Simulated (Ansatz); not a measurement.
Lu (hcp, Mg type)

```
Lu
1.0
    3.50442     0.00000     0.00000
   -1.75221     3.03492     0.00000
    0.00000     0.00000     5.45153
Lu
2
Direct
  0.33333   0.66667   0.75000
  0.66667   0.33333   0.25000
```

This relaxed cell (volume V₀) is scaled evenly in all directions, its shape held. Symmetry pins the atoms to their sites.

These are r2SCAN (plane waves to 500 eV, PAW, scalar-relativistic; Ansatz, a program for electronic structure) values and carry that method's errors. k mesh 15×15×9 (Γ-centred), Fermi-Dirac smearing 0.05 eV. Stress and pressure are positive under compression. Lu is run without spin polarisation. Lu was relaxed with its symmetry unable to fall. The PAW data are Ansatz's earlier set.

At one point of the scan the stress tensor (GPa) is:

```
    6.1      0.0      0.0
    0.0      6.1      0.0
    0.0      0.0      5.5
```

**Question.** Which point is it?
A) V/V₀ = 0.950
B) V/V₀ = 0.925
C) V/V₀ = 0.900
D) V/V₀ = 0.975

**Answer.** C, V/V₀ = 0.900

(A scan under strain: stresses follow from slopes of the energy per volume, elastic moduli from its curvatures.)
